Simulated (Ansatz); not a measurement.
A plane-wave DFT run in Ansatz 0.2.0 (scalar-relativistic PAW potentials unless the input names others): input and command.

```yaml
crystal:
  lattice:
    - [0.0, 2.685375, 2.5575]
    - [2.685375, 0.0, 2.5575]
    - [2.685375, 2.685375, 0.0]
  atoms:
    - { symbol: Hf, position: [0.0, 0.0, 0.0] }
    - { symbol: O, position: [0.25, 0.25, 0.25] }
    - { symbol: O, position: [0.75, 0.75, 0.75] }
basis:
  ecutwfc: 500
  ecutrho_ratio: 12
  xc_grid: 2
kpoints:
  mp_grid: { grid: [8, 8, 8] }
hamiltonian:
  xc: r2scan
scf:
  occupations: { method: gaussian, width: 0.05 }
output:
  forces: true
  eigenvalues: true
  stress: true
```

```bash
ansatz run input.yaml --threads 1 --pin off --max-ram 2560MiB --backend cpu --events-out ev --progress --plain --runs-dir out
```

Abridged log:
```
Pseudopotentials: kind: paw
Pseudopotential: Hf, paw, valence charge 26, recommended cutoff 500 eV (meta_gga)
Pseudopotential: O, paw, valence charge 6, recommended cutoff 500 eV (meta_gga)
Functional definition: r2SCAN
Crystal: 3 atoms, lattice volume = 36.885 Å³
Basis set: ecut = 500 eV, 925 PW (Γ), exchange–correlation on 96×96×96 points (8 copies of the dense FFT grid, shifted against one another)
Bands: 23, of which v1, the nominal top of the filled ones, is band 19 counted from 1 (18 counted from 0)
Symmetry: 16 space group operations
Space group: I4/mmm (ITA 139), of the structure as read, at distance tolerance 3.3e-5 Å
k-points: 59 of 512
Initial density: superposition of atomic densities (neutral atoms: chi_scale 0, normalization atom), corrected by the library's trained network
Initial wavefunctions: pseudopotential atomic-orbital guess
Functional: x = r2scan, c = r2scan; τ floored in thin density (d = 2e-4 eV/Å³)
SCF iter   1: F=—  HF=-16875.646592 eV  |F-HF|=—  |Δ(HF+E_count)|=         —  Δρ=1.20e-2  dr2=5.63e-2  dr2_τ=2.03e-1  ethr=1.77e-3  ⟨swp⟩=4.4  Hψ=4930  notcnv=0
SCF iter   2: F=—  HF=-16875.688883 eV  |F-HF|=—  |Δ(HF+E_count)|=   4.23e-2  Δρ=7.95e-3  dr2=1.00e-2  dr2_τ=4.50e-3  ethr=1.48e-4  ⟨swp⟩=2.0  Hψ=2952  notcnv=0
SCF iter   3: F=—  HF=-16875.688170 eV  |F-HF|=—  |Δ(HF+E_count)|=   7.12e-4  Δρ=2.48e-3  dr2=1.65e-3  dr2_τ=1.94e-4  ethr=2.63e-5  ⟨swp⟩=2.0  Hψ=2473  notcnv=0
SCF iter   4: F=—  HF=-16875.688640 eV  |F-HF|=—  |Δ(HF+E_count)|=   4.69e-4  Δρ=1.38e-3  dr2=3.01e-4  dr2_τ=9.43e-5  ethr=4.35e-6  ⟨swp⟩=2.0  Hψ=2399  notcnv=0
SCF iter   5: F=—  HF=-16875.688630 eV  |F-HF|=—  |Δ(HF+E_count)|=   9.78e-6  Δρ=2.26e-4  dr2=1.12e-5  dr2_τ=1.94e-6  ethr=7.92e-7  ⟨swp⟩=2.0  Hψ=2453  notcnv=0
SCF iter   6: F=—  HF=-16875.688630 eV  |F-HF|=—  |Δ(HF+E_count)|=   1.10e-7  Δρ=5.83e-5  dr2=9.67e-7  dr2_τ=8.28e-8  ethr=2.94e-8  ⟨swp⟩=2.3  Hψ=2301  notcnv=0
SCF iter   7: F=-16875.688630 eV  HF=-16875.688630 eV  |F-HF|=2.27e-8  |Δ(HF+E_count)|=   2.59e-7  Δρ=1.03e-5  dr2=3.63e-8  dr2_τ=5.84e-9  ethr=2.63e-10  ⟨swp⟩=3.0  Hψ=5981  notcnv=0
the search or the solves at the SCF's close seem to have found levels that the self-consistency loop had missed (the run counts 1). By its estimate they hold under 1e-12 electrons; where the run keeps them, the occupations were computed again with them
SCF 1 converged in 7 iterations: F = -16875.688630 eV  dr2 = 3.63e-8
SCF converged after 7 iterations
Free energy (F): -16875.688630 eV
Harris-Foulkes:  -16875.688630 eV  (|F-HF|=2.27e-8)
Internal energy: -16875.688630 eV  (E = F + TS)
E sigma→0 (E₀):  -16875.688630 eV
Fermi energy:    15.417718 eV
--- Forces (eV/Å), atoms counted from 1 ---
  atom   1  Hf     0.00000000     0.00000000     0.00000000
  atom   2  O      0.00000000     0.00000000     0.00000000
  atom   3  O      0.00000000     0.00000000     0.00000000
--- Stress (GPa, compression-positive) ---
      -33.544275       0.000000       0.000000
        0.000000     -33.544275       0.000000
        0.000000       0.000000     -13.426987
  P = ⅓ Tr σ = -26.8385 GPa (-268.385 kbar)
```

Apart from outputs and empty bands, the input differs from a reference run on usual settings in basis.ecutrho_ratio: not typed → 12; basis.xc_grid: not typed → 2. The reference, at the same geometry (not necessarily relaxed), gave pressure -26.84 GPa, largest force 0.000 eV/Å, gap on the mesh 3.52 eV. This run converged in 7 SCF iterations (reference: 7) with an energy at zero smearing within 0.01 meV/atom of the reference's, pressure -26.84 GPa, largest force 0.000 eV/Å, gap on the mesh 3.52 eV.

Time: 9 s on 1 thread of Arm Neoverse V1 (shared host), peak memory 0.49 GiB.